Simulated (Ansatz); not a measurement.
## Stress against strain in Rb

```yaml
crystal:
  lattice:
    - [-2.80600, 2.80600, 2.80600]
    - [2.80600, -2.80600, 2.80600]
    - [2.80600, 2.80600, -2.80600]
  atoms:
    - { symbol: Rb, position: [0.00000, 0.00000, 0.00000] }
```

The cell is a measured one (Crystallography Open Database entry 9012874); the temperature and pressure of the measurement aren't taken into account, and nothing was relaxed.

Theory: DFT, PBEsol, all-electron LAPW, scalar-relativistic in Ansatz 0.2.0.

Numerical set-up: a Γ-centred 8×8×8 k mesh, Fermi–Dirac smearing of 0.05 eV, basis error target 1 meV/atom, no spin polarisation.

The strain is applied along the Cartesian axes of the cell as listed (the other components stay zero). Fractional coordinates are held (clamped ions).

σ is the change of stress from the unstrained cell, which is at -0.06 GPa; tension is positive, so slopes are stress–strain coefficients at that pressure. In a metal the k mesh adds noise.

Only quantities that a quadratic follows smoothly over the whole series are listed; rougher ones are left out.

```tsv
εxx = εyy	σzz (GPa)	σxx (GPa)
-0.0200	-0.13	-0.11
0.0000	0.00	0.00
0.0100	0.05	0.05
0.0200	0.10	0.10
```

(1) Fit the series and read off the stiffness at zero strain.

(2) One run, at εxx = εyy = -0.0100, is withheld. Predict its row.

Results:

(1) Least-squares fits y = p0 + p1 x + p2 x² to the rows give σzz (GPa): p1 = 5.72, p2 = -34; σxx (GPa): p1 = 5.24, p2 = -11. So 2 C12 = 6 GPa and C11 + C12 = 5 GPa.

(2) The fits give -0.06, -0.05; the run gave -0.06, -0.05.
